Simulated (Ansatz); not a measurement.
Cell and atoms are relaxed with the symmetry kept. Start:

```cif
data_structure
_symmetry_space_group_name_H-M 'P4_2/mnm'
_symmetry_Int_Tables_number 136
_cell_length_a 4.8274
_cell_length_b 4.8274
_cell_length_c 3.2381
_cell_angle_alpha 90.000
_cell_angle_beta 90.000
_cell_angle_gamma 90.000
_cell_volume 75.46
loop_
_atom_site_label
_atom_site_type_symbol
_atom_site_symmetry_multiplicity
_atom_site_Wyckoff_symbol
_atom_site_fract_x
_atom_site_fract_y
_atom_site_fract_z
_atom_site_occupancy
Sn1 Sn 2 a 0.00000 0.00000 0.00000 1
O1 O 4 f 0.30654 0.30654 0.00000 1
```

Method: DFT LDA, scalar-relativistic, plane waves, PAW (Ansatz).

Cutoff 420 eV; k points 6×6×8 on the computed 6-atom cell (Γ-centred); Gaussian smearing, width 0.02 eV; no spin polarisation.

What does it relax to?

The volume goes down by 0.72 Å³/atom to 11.86 Å³/atom, and the energy falls by 25.0 meV/atom. Final structure:
```xyz
6
Lattice="4.7224 0.0000 0.0000 0.0000 4.7224 0.0000 0.0000 0.0000 3.1904" Properties=species:S:1:pos:R:3 pbc="T T T"
Sn    0.0000    0.0000    0.0000
Sn    2.3612    2.3612    1.5952
O     1.4454    1.4454    0.0000
O     0.9158    3.8065    1.5952
O     3.2770    3.2770    0.0000
O     3.8065    0.9158    1.5952
```

Cost: 1 run of about 0.54 core-minutes, on Intel Xeon Platinum 8488C (Sapphire Rapids) (shared hosts).